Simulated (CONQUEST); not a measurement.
Consider a self-consistent single point of BaTiO3 (Amm2, 10 atoms in the cell; from Materials Project mp-5777, changed as shown).

```
CELL_PARAMETERS angstrom
      3.97001     0.00000     0.00000
      0.00000     5.70604     0.00000
      0.00000     0.00000     5.73144
ATOMIC_POSITIONS crystal
  Ba 0.00000 0.50000 0.50341
  Ba 0.00000 0.00000 0.00341
  Ti 0.50000 0.50000 0.01850
  Ti 0.50000 0.00000 0.51850
  O  0.50000 0.74354 0.23489
  O  0.50000 0.25646 0.23489
  O  0.00000 0.50000 0.98820
  O  0.50000 0.24354 0.73489
  O  0.50000 0.75646 0.73489
  O  0.00000 0.00000 0.48820
```

Computed with LDA (PW92), numerical atomic orbitals double-zeta with polarisation (the shipped basis), PseudoDojo norm-conserving potentials made for LDA (CONQUEST).

CONQUEST settings:

```
setting                                         value
---------------------  ------------------------------
basis                                             DZP
Diag.MPMeshX, Y, Z                              3 3 3
potentials             PseudoDojo norm-conserving LDA
Grid.GridCutoff                                175 Ha
DM.SolutionMethod                              diagon
Diag.kT                                   0.001837 Ha
Diag.GammaCentred                                true
minE.SCTolerance                              1.0e-06
SC.MaxIters                                       100
SC.LinearMixingFactor                             0.3
AtomMove.TypeOfRun                             static
```

Results:

Number of valence electrons: 80
Number of bands: 144
Number of k-points after the program's reduction: 14
Size of the basis: 144
Number of SCF iterations: 10
FFT grid: 48 × 72 × 72
Free energy E − TS: -7475.4677 eV
Pressure: -5.61 GPa
Largest force (vector length): 0.213 eV/Å

Forces (eV/Å):
```json
[
 {"atom": "Ba1", "Fx": "0.000", "Fy": "0.000", "Fz": "0.009"},
 {"atom": "Ba2", "Fx": "0.000", "Fy": "0.000", "Fz": "0.009"},
 {"atom": "Ti3", "Fx": "0.000", "Fy": "0.000", "Fz": "0.213"},
 {"atom": "Ti4", "Fx": "0.000", "Fy": "0.000", "Fz": "0.213"},
 {"atom": "O5", "Fx": "0.000", "Fy": "0.028", "Fz": "-0.021"},
 {"atom": "O6", "Fx": "0.000", "Fy": "-0.028", "Fz": "-0.021"},
 {"atom": "O7", "Fx": "0.000", "Fy": "0.000", "Fz": "-0.178"},
 {"atom": "O8", "Fx": "0.000", "Fy": "0.028", "Fz": "-0.021"},
 {"atom": "O9", "Fx": "0.000", "Fy": "-0.028", "Fz": "-0.021"},
 {"atom": "O10", "Fx": "0.000", "Fy": "0.000", "Fz": "-0.178"}
]
```

For comparison: a first run was changed to give this one (volume scaled by 0.99), and from it to this one the free energy goes down by 5.3 meV/atom, the pressure goes from -7.25 to -5.61 GPa and the largest force goes from 0.300 to 0.213 eV/Å.

The program uses no crystal symmetry, so grid and mesh can part values that symmetry would make equal. The atom-centred basis is finite, which shifts total energies, pressures and forces against plane waves. The structure comes from a collection of computed structures, made at another level of theory; the collection holds predicted forms beside known ones.

Cost on one core: about 4 core-minutes (a rough figure).
